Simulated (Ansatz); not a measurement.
Sb:
```xyz
1
Lattice="2.1725 1.2543 1.7731 -2.1725 1.2543 1.7731 0.0000 -2.5086 1.7731" Properties=species:S:1:pos:R:3 pbc="T T T"
Sb     0.0000     0.0000     0.0000
```

Relaxed with r²SCAN+D4. Special points in fractions of this cell's reciprocal vectors: Γ (0.000, 0.000, 0.000); L (0.500, 0.000, 0.000); T (0.500, -0.500, 0.500); P0 (0.500, -0.500, 0.500); P2 (0.500, 0.500, 0.500); F (0.500, -0.500, 0.000).

Task: List the band energies nearest the Fermi level at these points for r²SCAN+D4 in the plane-wave PAW code Ansatz.

Result: In eV from the Fermi level; about four levels below and three above (degenerate sets whole), none deeper than 8.9 eV; … stands for higher levels left out; points with the same levels are listed once.

```json
[
 {"k": "Γ", "below": "–", "above": "3.46 3.46 3.46"},
 {"k": "L", "below": "-6.13", "above": "5.69 5.69 9.84"},
 {"k": "T", "below": "-4.32 -1.93 -1.93 -1.92", "above": "…"},
 {"k": "F", "below": "-7.66 -3.98 -3.98", "above": "2.32 8.03 …"}
]
```

Space group Pm-3m (simple cubic). The workflow started from a Materials Project entry (that database holds measured and hypothetical structures alike); the Crystallography Open Database files this formula in space group No. 221, but the cells were not matched. It is not the phase usual at ambient conditions (space group No. 166). Symmetry was held in the r²SCAN+D4 relaxation; whether a distortion lowers the energy is not shown. Point labels and valley counts follow the cell and symmetry of the run, lower than the named group. Spin–orbit coupling is left out wherever it is not named.

Potentials: the later of the program's two PAW sets.
